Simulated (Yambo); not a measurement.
Absorption of YSF (space group P6_3/mmc, No. 194) with and without the electron-hole interaction (Yambo, PBEsol bands; 6×6×2 mesh, 11 valence and 14 conduction bands, static screening with 135 bands and a 3 Ry block, scissor 1.85 eV, Tamm-Dancoff; field along x). Axes are Cartesian, with cell vectors (Å) (4.03, 0.00, 0.00), (-2.02, 3.49, 0.00), (0.00, 0.00, 16.72).

```tsv
E (eV)	Im ε, BSE	Im ε, independent quasiparticles
3.50	0.31	0.12
3.60	0.36	0.13
3.70	0.43	0.14
3.80	0.53	0.16
3.90	0.67	0.18
4.00	0.87	0.20
4.10	1.20	0.23
4.20	1.76	0.26
4.30	2.85	0.31
4.40	5.10	0.37
4.50	8.86	0.45
4.60	9.94	0.57
4.70	8.97	0.76
4.80	6.75	1.07
4.90	4.24	1.65
5.00	2.94	2.60
5.10	2.37	3.93
5.20	2.16	5.64
5.30	2.27	7.15
5.40	2.54	7.09
5.50	2.84	5.50
5.60	3.30	3.83
5.70	4.04	2.94
5.80	5.02	2.76
5.90	5.10	2.86
6.00	4.68	2.95
6.10	4.72	3.19
6.20	4.58	3.43
6.30	4.16	3.57
6.40	3.89	3.67
6.50	4.08	3.97
6.60	4.29	4.27
6.70	4.58	4.36
6.80	4.49	4.25
6.90	4.15	3.87
7.00	4.17	3.80
7.10	4.35	3.73
7.20	5.13	3.63
7.30	5.46	3.69
```

The scissor comes from a G0W0 run whose convergence isn't established. Broadening 0.15 eV. The band window holds all transitions up to 7.4 eV. Fine structure above the onset can come from the mesh.

Geometry of the Materials Project entry, not relaxed at this level; primitive cell a = 4.0318 Å, b = 4.0318 Å, c = 16.7198 Å, α = 90.00°, β = 90.00°, γ = 120.00°.
